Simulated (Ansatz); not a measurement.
CaO:
```cif
data_CaO
_chemical_formula_sum 'Ca1 O1'
_space_group_name_H-M_alt 'P 1'
_space_group_IT_number 1
_cell_length_a 3.41597
_cell_length_b 3.41597
_cell_length_c 3.41597
_cell_angle_alpha 60.000
_cell_angle_beta 60.000
_cell_angle_gamma 60.000
loop_
_space_group_symop_operation_xyz
  'x, y, z'
loop_
_atom_site_label
_atom_site_type_symbol
_atom_site_fract_x
_atom_site_fract_y
_atom_site_fract_z
_atom_site_occupancy
Ca1 Ca 0.00000 0.00000 0.00000 1
O1 O 0.50000 0.50000 0.50000 1
```

Relaxed with PBE.

**Question.** Give the optical modes at the zone centre with their infrared and Raman activity from DFPT, the program Ansatz at the PBE level (PAW).

**Answer.** Transverse frequencies, without the LO–TO term; a row sums one degenerate level.

```
ω (cm⁻¹)  degeneracy  IR ((D/Å)²/amu)  Raman (Å⁴/amu)  activity  symmetry
--------  ----------  ---------------  --------------  --------  --------
255                3            33.48               0        IR       T1u
```

**Question.** How high does the top mode go among those that the LO–TO term moves?

**Answer.** 537 cm⁻¹ for q along x.

Space group Fm-3m (rock salt). The PBE relaxation kept the symmetry of its start; phonons on a q-mesh show no instability.

Potentials: the later of the program's two PAW sets.
